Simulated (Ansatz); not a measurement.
This run works on a generated trial structure, not on a known crystal.

Input and command of a plane-wave DFT calculation in Ansatz:

```yaml
crystal:
  lattice:
    - [5.6043868, 0.0, 0.0]
    - [0.0, 5.6043868, 0.0]
    - [0.0, 0.0, 4.03978509]
  atoms:
    - { symbol: Ti, position: [0.81356355, 0.81356355, 0.0] }
    - { symbol: Ti, position: [0.18643645, 0.18643645, 0.0] }
    - { symbol: Ti, position: [0.18643645, 0.81356355, 0.0] }
    - { symbol: Ti, position: [0.81356355, 0.18643645, 0.0] }
    - { symbol: Ti, position: [0.0, 0.5, 0.0] }
    - { symbol: Ti, position: [0.5, 0.0, 0.0] }
    - { symbol: Ge, position: [0.5, 0.5, 0.0] }
basis:
  ecutwfc: 420
kpoints:
  mp_grid: { grid: [3, 3, 4] }
hamiltonian:
  xc: pbe
scf:
  occupations: { method: gaussian, width: 0.2 }
  lower_state_search: "off"
output:
  forces: true
  stress: true
  eigenvalues: true
relax:
  adjacent_minimum: "off"
  f_tol: 0.08
  max_steps: 16
  cell: { stress_tol: 0.8 }
```

```bash
ansatz run input.yaml --threads 1 --pin off --max-ram 2560MiB --backend cpu --events-out ev --progress --plain --runs-dir out
```

Processor: Intel(R) Xeon(R) Processor @ 2.70GHz, 1 thread, on a host shared with other jobs.

Q: Estimate time, memory and problem size.

A: About 110 s, peak memory 0.45 GiB. It solves 52 bands at 9 k points (after reduction by symmetry) with about 2581 plane waves (on the last cell), in 107 SCF iterations over 14 ionic steps.
